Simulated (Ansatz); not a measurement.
CdGaC₆N₆: rattling a relaxed structure

It was reached by relaxing an invented guess, and it needn't be the stable form of this composition.

Method: DFT PBE, scalar-relativistic, plane waves, PAW in Ansatz. Settings: cutoff 420 eV, Γ-centred mesh 6×6×6 on the computed 14-atom cell, Gaussian smearing of 0.10 eV; no spin polarisation.

The cell below (14 atoms, space group Fm-3m (No. 225)) is relaxed within its symmetry.

```
Cd Ga C N
1.0
     0.00000    5.58974    5.58974
     5.58974    0.00000    5.58974
     5.58974    5.58974    0.00000
Cd Ga C N
1 1 6 6
Direct
  0.50000 0.50000 0.50000
  0.00000 0.00000 0.00000
  0.81053 0.18947 0.18947
  0.18947 0.81053 0.18947
  0.18947 0.18947 0.81053
  0.18947 0.81053 0.81053
  0.81053 0.18947 0.81053
  0.81053 0.81053 0.18947
  0.70645 0.29355 0.29355
  0.29355 0.70645 0.29355
  0.29355 0.29355 0.70645
  0.29355 0.70645 0.70645
  0.70645 0.29355 0.70645
  0.70645 0.70645 0.29355
```

For the test it was strained at random (σ = 1.5 % a component), the atoms were moved at random (σ = 0.05 Å), and all was relaxed again on a coarse 4×4×4 mesh (in the run’s order of axes) with 0.20 eV smearing, with no symmetry imposed.

An odd number of electrons in the primitive cell allows no gap without spin; a larger cell or a magnetic state could open one. The cell is a metal run without spin, though a test with spin on the coarse mesh kept 0.6 μB a cell, so a magnetic state probably lies lower.

Q: What happens?

A: It returns, within 1 meV/atom of the unmoved cell on that mesh and with the same symmetry when read at 0.1 Å (P-1 at 0.01 Å, so small strains and shifts remain). So it is stable against the distortions that fit this cell and that this random move excites. Modes that don't fit the cell aren't tested.
